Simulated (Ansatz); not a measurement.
The calculation used Ansatz, DFT PBE, scalar-relativistic, plane waves, PAW. All cells share a 420 eV cutoff and Γ-centred k meshes spaced at most about 0.3 Å⁻¹ (about 0.25 or finer for metals, 2π included). No spin polarisation in the final relaxations.

Temperature and zero-point effects are left out.

Compare these two cells of GeSb3O2, each relaxed at this level.

A.

```cif
data_structure
_symmetry_space_group_name_H-M 'P6/mmm'
_symmetry_Int_Tables_number 191
_cell_length_a 5.8826
_cell_length_b 5.8826
_cell_length_c 7.7959
_cell_angle_alpha 90.000
_cell_angle_beta 90.000
_cell_angle_gamma 120.000
_cell_volume 233.63
loop_
_atom_site_label
_atom_site_type_symbol
_atom_site_symmetry_multiplicity
_atom_site_Wyckoff_symbol
_atom_site_fract_x
_atom_site_fract_y
_atom_site_fract_z
_atom_site_occupancy
Ge1 Ge 1 a 0.00000 0.00000 0.00000 1
Sb1 Sb 3 g 0.50000 0.00000 0.50000 1
O1 O 2 e 0.00000 0.00000 0.21231 1
```

B.

```cif
data_structure
_symmetry_space_group_name_H-M 'P-6m2'
_symmetry_Int_Tables_number 187
_cell_length_a 4.7294
_cell_length_b 4.7294
_cell_length_c 5.9755
_cell_angle_alpha 90.000
_cell_angle_beta 90.000
_cell_angle_gamma 120.000
_cell_volume 115.75
loop_
_atom_site_label
_atom_site_type_symbol
_atom_site_symmetry_multiplicity
_atom_site_Wyckoff_symbol
_atom_site_fract_x
_atom_site_fract_y
_atom_site_fract_z
_atom_site_occupancy
Ge1 Ge 1 e 0.66667 0.33333 0.00000 1
Sb1 Sb 1 f 0.66667 0.33333 0.50000 1
Sb2 Sb 1 a 0.00000 0.00000 0.00000 1
Sb3 Sb 1 b 0.00000 0.00000 0.50000 1
O1 O 2 h 0.33333 0.66667 0.26102 1
```

Task: Which form is favoured at zero pressure, and by what margin per atom?

Result: A is lower, by 0.32 eV/atom. A has space group P6/mmm (No. 191), 38.9 Å³/atom and no gap on its mesh; B has space group P-6m2 (No. 187), 19.3 Å³/atom and no gap. The shortest distance is 1.66 Å (Ge–O) in A and 2.73 Å (Ge–Sb and Sb–Sb) in B. A holds Sb–Sb nets (shortest 2.94 Å); B holds Sb–Sb bonds in all directions (shortest 2.73 Å). Even the lower one lies +0.16 eV/atom against the reference forms of the elements (uncorrected), so neither is stable at this level. In A, Ge is surrounded by 2 O at 1.66 Å; Sb has 4 Sb at 2.94 Å and 4 O at 3.70 Å; around O lie 1 Ge at 1.66 Å, 1 O at 3.31 Å and 6 Sb at 3.70 Å. In B, Ge has 3 Sb at 2.73 Å, 2 Sb at 2.99 Å and 6 O at 3.14 Å; around Sb on its first site lie 3 Sb at 2.73 Å, 2 Ge at 2.99 Å and 6 O at 3.08 Å; O is surrounded by 1 O at 2.86 Å, 9 Sb at 3.08–3.14 Å, 1 O at 3.12 Å and 3 Ge at 3.14 Å (long contacts); 2 more sites not described. Both come from invented guesses. A third cell relaxed alike, in P4mm, lies 0.44 eV/atom below the lower of the two.

Weakly bound directions are ill-defined at this level, which has no dispersion term (P6/mmm), and this can change margins and order among such cells. Spin–orbit coupling, which can matter for Sb, is left out. In P6/mmm, P-6m2 an odd number of electrons in the primitive cell allows no gap without spin; a larger cell or a magnetic state could open one. A magnetic state wasn't ruled out in cells without spin, among them P6/mmm, P-6m2. Cells relaxed within their symmetry can be saddle points.
